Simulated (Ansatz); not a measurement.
Ansatz input

```yaml
crystal:
  lattice:
    - [3.048457524, 0.0, 0.0]
    - [0.0, 3.048457524, 0.0]
    - [0.0, 0.0, 3.048457524]
  atoms:
    - { symbol: Hg, position: [0.0, 0.0, 0.0] }
hamiltonian:
  xc: r2scan
  pseudopotentials:
    kind: paw
    azcp:
      Hg: "pseudopotentials/Hg.paw.azcp"
basis:
  ecutwfc: 500
  fft_grid_basis: typed
kpoints:
  mp_grid: { grid: [12, 12, 12], shift: [0, 0, 0] }
magnetization:
  spin_polarized: false
scf:
  occupations: { method: fermi_dirac, width: 0.1 }
  lower_state_search: "off"
output:
  stress: true
  write_density: true
  write_potential: true
  elf: true
  volumetric_format: npy
```

Output

```
Engine: ansatz 0.2.0, x86_64-unknown-linux-gnu
Pseudopotentials: kind: paw
Pseudopotential: Hg, paw, valence charge 20, recommended cutoff 500 eV (meta_gga) 
Functional definition: r2SCAN
  parameter k0 = 0.174
  parameter k1 = 0.065
  parameter a1 = 4.9479
  exchange = r2scan_x(k0 = k0, k1 = k1, a1 = a1)
  correlation = r2scan_c
Crystal: 1 atoms, lattice volume = 28.330 Å³
Basis set: ecut = 500 eV, 739 PW (Γ), exchange–correlation on 96×96×96 points (64 copies of the dense FFT grid, shifted against one another)
Bands: 14, of which v1, the nominal top of the filled ones, is band 10 counted from 1 (9 counted from 0)
Symmetry: 48 space group operations
Space group: Pm-3m (ITA 221), of the structure as read, at distance tolerance 3.0e-5 Å
k-points: 84 of 1728
Non-local potential: Hg, projectors of the file, l = 0: 3, l = 1: 2, l = 2: 2, l = 3: 1
PAW form: soft (Blöchl's): semilocal exchange-correlation on the pseudo side does not see the compensation charge
PAW frozen core: Hg, regenerated for the run's functional (the file was generated under x = pbe(κ = 0.804, μ = 0.2195149727645171), c = pbe(β = 0.06672455060314922))
PAW one-centre angular grid: Hg, 590 points (default); XC on 160 Gauss nodes
Initial density: superposition of atomic densities (neutral atoms: chi_scale 0, normalization atom), corrected by the library's trained network
Initial wavefunctions: pseudopotential atomic-orbital guess
Functional: x = r2scan, c = r2scan; τ floored in thin density (d = 2e-4 eV/Å³)
SCF iter   1: F=-13827.812988 eV  HF=-13827.823054 eV  |F-HF|=1.01e-2  |Δ(HF+E_count)|=         —  Δρ=7.53e-3  dr2=1.45e-2  dr2_τ=2.22e-3  ethr=1.77e-3  ⟨swp⟩=5.5  Hψ=6575  notcnv=0
SCF iter   2: F=-13827.818088 eV  HF=-13827.820098 eV  |F-HF|=2.01e-3  |Δ(HF+E_count)|=   2.96e-3  Δρ=3.75e-3  dr2=3.45e-3  dr2_τ=3.88e-4  ethr=7.23e-5  ⟨swp⟩=1.0  Hψ=2184  notcnv=0
SCF iter   3: F=-13827.819299 eV  HF=-13827.819269 eV  |F-HF|=3.08e-5  |Δ(HF+E_count)|=   8.30e-4  Δρ=4.96e-4  dr2=2.58e-5  dr2_τ=5.27e-6  ethr=1.72e-5  ⟨swp⟩=2.0  Hψ=1977  notcnv=0
SCF iter   4: F=-13827.819309 eV  HF=-13827.819309 eV  |F-HF|=2.95e-7  |Δ(HF+E_count)|=   4.00e-5  Δρ=6.34e-5  dr2=4.89e-7  dr2_τ=8.39e-8  ethr=1.29e-7  ⟨swp⟩=2.1  Hψ=1982  notcnv=0
iter 5 did not close the SCF: its close was put off for the readings that it lacked (scf_convergence_deferred on its scf_iter line)
SCF iter   5: F=-13827.819309 eV  HF=-13827.819309 eV  |F-HF|=2.47e-10  |Δ(HF+E_count)|=   3.99e-7  Δρ=3.72e-6  dr2=2.99e-9  dr2_τ=3.86e-10  ethr=2.45e-9  ⟨swp⟩=2.1  Hψ=1920  notcnv=0
SCF iter   6: F=-13827.819309 eV  HF=-13827.819309 eV  |F-HF|=5.64e-11  |Δ(HF+E_count)|=   1.47e-9  Δρ=5.54e-7  dr2=9.21e-11  dr2_τ=1.61e-11  ethr=1.49e-11  ⟨swp⟩=4.4  Hψ=5898  notcnv=0
SCF 1 converged in 6 iterations: F = -13827.819309 eV  dr2 = 9.21e-11
SCF converged after 6 iterations
Free energy (F): -13827.819309 eV
Harris-Foulkes:  -13827.819309 eV  (|F-HF|=5.64e-11)
Internal energy: -13827.808200 eV  (E = F + TS)
E sigma→0 (E₀):  -13827.813754 eV
Entropy (-TS):   -0.011109 eV (-11.109 meV/atom)
Fermi energy:    11.626340 eV
--- Per-component energies (eV) ---
  E_band       = -470.945563
  E_kinetic    = 604.538035
  E_local      = -2873.274678  (includes V_loc(G=0)·N_el)
  E_nonlocal   = 73.791800
  E_hartree    = 1227.955848
  E_xc         = -208.223295
  E_vxc        = -290.022492  (∫ρ·V_xc dr)
  E_paw        = -9972.004717  (= ΣΔE_a)
  E_vpaw       = -462.129441  (= ΣTr[D̂ρ^β])
  E_aug_tail   = 0.000386  (compensation charges beyond the density's cutoff)
  E_vtau       = 20.239784  (kinetic-family band-sum trace: ∫τ·v_τ [+ j·A + Jᵃ·Aᵃ] dr)
  E_ewald      = -2680.442650
  E_core_change = -0.148928  (= ΣΔE_core)
  E_smearing   = -0.011109  (= −TS)
  E_closure    = 0.000000  (closes the sum)
  Σ components = -13827.819309   (vs F -13827.819309, Δ=0.00e0)
--- Stress (GPa, compression-positive) ---
       -0.865916      -0.000000       0.000000
       -0.000000      -0.865916       0.000000
        0.000000       0.000000      -0.865916
  P = ⅓ Tr σ = -0.8659 GPa (-8.659 kbar)
--- Band table (eV; the first three rows and the last of 84) ---
  k-point 0: bands = ["-105.6366", "-53.4432", "-53.4432", "-53.4432", "3.3031", "3.3366", "3.3366", "5.2717", "5.2717", "5.2717", "21.5560", "21.5560", "21.5560", "25.0419"]
  k-point 1: bands = ["-105.6366", "-53.4460", "-53.4430", "-53.4430", "3.3471", "3.3515", "3.4935", "5.2281", "5.2281", "5.2754", "20.2434", "21.7359", "21.7359", "25.5804"]
  k-point 2: bands = ["-105.6364", "-53.4538", "-53.4424", "-53.4424", "3.3760", "3.4279", "4.0213", "5.1113", "5.1113", "5.2854", "17.9863", "22.2524", "22.2524", "25.9229"]
  k-point 83: bands = ["-105.6332", "-53.4787", "-53.4787", "-53.4787", "3.8280", "3.8280", "3.8280", "5.8889", "5.8889", "15.8806", "16.3785", "16.3785", "16.3785", "20.3630"]
```

Launched by

```sh
ansatz run input.yaml --threads 1 --pin off --max-ram 3584MiB --backend cpu --events-out ev --progress --plain --runs-dir out
```

On 1 thread of Intel(R) Xeon(R) Platinum 8259CL CPU @ 2.50GHz (Skylake/Cascade Lake) (shared host) this took about 8.7 s of wall time and 8.6 s of CPU time.
